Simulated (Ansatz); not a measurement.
Pd (diamond, Fd-3m) at seven volumes, PBE (plane waves, PAW; program Ansatz), scaled uniformly. One row is withheld.

```tsv
V (Å³/atom)	P (GPa)
22.282	8.05
23.016	4.83
23.751	2.19
24.485	0.01
25.220	?
25.955	-3.32
26.689	-4.53
```

Q: Fit the shown pressures and predict the withheld one.

A: P = (3/2)B₀(x^(7/2) − x^(5/2))[1 + (3/4)(B′ − 4)(x − 1)] with x = (V₀/V)^(2/3). Least squares on the six rows gives V₀ = 24.485 Å³/atom, B₀ = 66.3 GPa, B′ = 5.36. At V = 25.220, x = 0.9805 and P = -1.81 GPa. The run itself gave -1.82 GPa.

The start of the workflow was typed in or built on a structure type; neither database checked (COD, Materials Project) lists it. It is not the phase usual at ambient conditions (space group No. 225). The PBE relaxation kept the symmetry of its start; whether a distortion lowers the energy is not shown. The run is not spin-polarised.

Potentials: the earlier of the program's two PAW sets.
